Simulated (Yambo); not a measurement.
Yambo run on SiO₂ (α-cristobalite, space group P4_32_12, No. 96). The wavefunctions are PBEsol (Quantum ESPRESSO, PseudoDojo norm-conserving, 84 Ry, no spin-orbit coupling) ones on a 2×2×2 mesh (32 occupied bands); a = 4.976 Å, b = 4.976 Å, c = 6.901 Å, α = 90.00°, β = 90.00°, γ = 90.00°.

Yambo input:

```
rim_cut
gw0
dyson
el_el_corr
HF_and_locXC
ppa
em1d
RandQpts= 1000000
RandGvec= 1 Ry
EXXRLvcs= 84 Ry
VXCRLvcs= 336 Ry
Chimod= "HARTREE"
% BndsRnXp
 1 | 316 |
%
NGsBlkXp= 3 Ry
% LongDrXp
 1.0 | 1.0 | 1.0 |
%
PPAPntXp= 27.2114 eV
% GbndRnge
 1 | 316 |
%
GTermKind= "BG"
DysSolver= "n"
ExtendOut
% QPkrange
 1 | 1 | 32 | 33 |
%
```

k points by index: 1 = Γ.

The o-*.qp file then holds:

```
#    K-point    Band    Eo [eV]    E [eV]    E-Eo [eV]    Vxc [eV]    Vnlxc [eV]    Sc|Eo [eV]    Sc|E [eV]    dSc/dw|Eo [eV]    Re(Z)    Im(Z)
#
    1    32    0.000000    -1.844774    -1.844774    -19.86570    -25.75925    3.689148    4.048772    -5.304330    0.836868    -0.988931E-3
    1    33    5.704423    6.673713    0.969290    -10.06244    -5.787351    -3.177793    -3.305796    -3.593203    0.883354    -0.710834E-3
```
(The two width columns are left out.) Convergence of these settings isn't established.

Geometry of the Materials Project entry, not relaxed at this level.

This is not the ordinary phase of the substance.
